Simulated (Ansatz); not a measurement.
Sb (A7 type, space group R-3m)

```yaml
crystal:
  lattice:
    - [2.16078, 1.24753, 3.67966]
    - [-2.16078, 1.24753, 3.67966]
    - [0.00000, -2.49506, 3.67966]
  atoms:
    - { symbol: Sb, position: [0.23639, 0.23639, 0.23639] }
    - { symbol: Sb, position: [0.76361, 0.76361, 0.76361] }
```

Equation-of-state scan: isotropic scaling of the cell above, V₀ being its volume. The atoms relax within the cell's symmetry.

These are PBE-D3(BJ) (plane waves to 420 eV, PAW, scalar-relativistic; Ansatz, a first-principles code) values and carry that method's errors. k mesh 13×13×13 (Γ-centred), Fermi-Dirac smearing 0.05 eV. The energy includes the smearing's −TS. Stress and pressure are positive under compression. With the shape held, the modulus is that of even scaling; a crystal free to change shape is softer. Sb was relaxed with its symmetry unable to fall. Spin-orbit coupling is left out, though Sb is heavy. The PAW data are Ansatz's earlier set. The zero of ΔE is the relaxed starting cell. The last digit holds for this mesh only.

| V (Å³/atom) | ΔE (meV/atom) |
|---|---|
| 24.996 | 142.1 |
| 26.186 | 73.5 |
| 27.377 | 31.2 |
| 28.567 | 7.3 |
| 29.757 | 0.0 |
| 30.947 | 6.5 |
| 32.138 | 24.1 |
| 33.328 | 50.7 |
| 34.518 | withheld |

Question: Fit a third-order Birch-Murnaghan form (E₀, V₀, B₀, B₀′ free) to the given rows and predict ΔE at V = 34.518.

Answer: Least squares on the 8 given rows: ΔE = E₀ + (9V₀B₀/16)·y²·[2 + (B₀′ − 4)y], y = (V₀/V)^(2/3) − 1, with V₀ = 29.748 Å³/atom, B₀ = 45.19 GPa (160.2 GPa = 1 eV/Å³; the term in eV is multiplied by 1000), B₀′ = 3.87, E₀ = 0.18 meV/atom; root-mean-square residual 0.30 meV/atom. At 34.518 the fit gives 84.8 meV/atom; the calculation gives 84.2 meV/atom, so the extrapolation is off by 0.6 (+0.7 %). For the pressure the fit gives -5.0 GPa against the computed -4.9 GPa.

(A scan under strain: stresses follow from slopes of the energy per volume, elastic moduli from its curvatures.)
